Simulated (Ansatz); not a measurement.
The end point of a relaxation of PbS. Computed with r2SCAN (plane waves to 500 eV, PAW, scalar-relativistic; Ansatz, an electronic-structure program).

```
CELL_PARAMETERS angstrom
      0.00000     2.98707     2.98707
      2.98707     0.00000     2.98707
      2.98707     2.98707     0.00000
ATOMIC_POSITIONS crystal
  Pb 0.50000 0.50000 0.50000
  S  0.00000 0.00000 0.00000
```

Problem. Find the space group and the Wyckoff positions (tolerance 0.01 Å).

Solution. Space group Fm-3m (No. 225); a = b = c = 5.9741 Å, α = β = γ = 90.00°

```csv
atom,site,symmetry,x,y,z
Pb,4b,m-3m,0.5000,0.5000,0.5000
S,4a,m-3m,0.0000,0.0000,0.0000
```

This is the rock salt type.

Problem. Give the shortest distances between elements (the closest pairs, up to four, under 3.6 Å).

Solution. Pb–S 2.99 Å.

The volume per atom is 26.65 Å³. The band gap comes out as 0.69 eV, direct (no spin-orbit coupling).

No spin polarisation in the result. Without spin-orbit coupling the bands of the heavy element are not split, so the gap can be far off.

The run could not lose the symmetry of its start; a randomly shaken copy of 4 atoms returns to this structure.
